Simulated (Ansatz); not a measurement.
# Clamped-ion strain scan in CuS

Level of theory: DFT PBEsol, scalar-relativistic, plane waves, PAW in Ansatz. Cutoff 420 eV, Γ-centred 16×16×16 k-points, Gaussian smearing of 0.15 eV. No spin polarisation. Energies are free energies at this smearing, counted from the undisturbed cell; pressure is positive in compression.

Reference structure (as given, not relaxed at this level; it stands at -5.3 GPa, and it needn't be the usual structure):

```xyz
2
Lattice="0.0000 2.4399 2.4399 2.4399 0.0000 2.4399 2.4399 2.4399 0.0000" Properties=species:S:1:pos:R:3 pbc="T T T"
Cu    0.0000    0.0000    0.0000
S     2.4399    2.4399    2.4399
```

The cell is strained by ε times the Voigt pattern (1, 1, 0, 0, 0, 0) (xx, yy, zz, yz, xz, xy; engineering shear) with fractional coordinates fixed. The cell is metallic on the mesh throughout.

```csv
ε,ΔE (meV/atom),"stress summed along the pattern (GPa, tension positive)"
-0.0200,-9.7,-0.38
-0.0100,-7.3,5.53
0.0000,0.0,10.62
0.0050,5.3,12.88
0.0150,19.0,16.90
```